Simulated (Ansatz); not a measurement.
Rh: vibrational free energy, entropy and heat capacity

Level of theory: DFT LDA, scalar-relativistic, plane waves, PAW (Ansatz 0.2.0). Plane waves to 420 eV; Γ-centred k mesh 20×20×20; Fermi-Dirac smearing of 0.15 eV. No spin polarisation. Phonons by linear response, acoustic sum rule imposed.

Equilibrium structure at this level:
```
Rh
1.0
     0.00000    1.87873    1.87873
     1.87873    0.00000    1.87873
     1.87873    1.87873    0.00000
Rh
1
Direct
  0.00000 0.00000 0.00000
```

In a metal, frequencies and elastic constants depend on the k mesh and the smearing, soft modes and shear constants most. The q mesh is coarse, so values between its points are rough.

Force constants from linear response on a 2×2×2 q mesh, interpolated to a fine mesh.

Phonon density of states, in bins of 5 cm⁻¹:
(bin centre (cm⁻¹), share of modes (%)): (2.5, 0.0), (7.5, 0.0), (12.5, 0.0), (17.5, 0.0), (22.5, 0.0), (27.5, 0.0), (32.5, 0.1), (37.5, 0.1), (42.5, 0.1), (47.5, 0.1), (52.5, 0.2), (57.5, 0.2), (62.5, 0.3), (67.5, 0.3), (72.5, 0.4), (77.5, 0.4), (82.5, 0.5), (87.5, 0.6), (92.5, 0.7), (97.5, 0.8), (102.5, 0.9), (107.5, 1.0), (112.5, 1.2), (117.5, 1.3), (122.5, 1.6), (127.5, 1.8), (132.5, 2.1), (137.5, 2.6), (142.5, 3.5), (147.5, 3.9), (152.5, 4.0), (157.5, 4.1), (162.5, 4.2), (167.5, 4.4), (172.5, 4.5), (177.5, 4.6), (182.5, 4.7), (187.5, 4.9), (192.5, 3.5), (197.5, 3.1), (202.5, 3.0), (207.5, 2.9), (212.5, 2.7), (217.5, 2.0), (222.5, 3.0), (227.5, 6.6), (232.5, 6.3), (237.5, 3.3), (242.5, 1.9), (247.5, 1.3), (252.5, 0.4)

Question: What is the zero-point energy per atom?

Answer: 33.2 meV.

Question: How large are the vibrational entropy and heat capacity at 300 K?

Answer: S = 3.67 k_B and C_V = 2.81 k_B per atom, 94 % of the Dulong–Petit value.

Question: Tabulate them against temperature.

Answer:
```csv
T (K),F_vib (meV/atom),S (k_B/atom),C_V (k_B/atom)
100,30.5,1.01,1.78
200,14.7,2.57,2.61
300,-12.4,3.67,2.81
400,-47.7,4.49,2.89
500,-89.4,5.14,2.93
600,-136.1,5.68,2.95
700,-187.0,6.14,2.96
800,-241.6,6.53,2.97
900,-299.5,6.88,2.98
1000,-360.2,7.20,2.98
```

Cost: 1 run of about 1.4 core-minutes, on Intel Xeon Platinum 8259CL (Skylake/Cascade Lake) (shared hosts).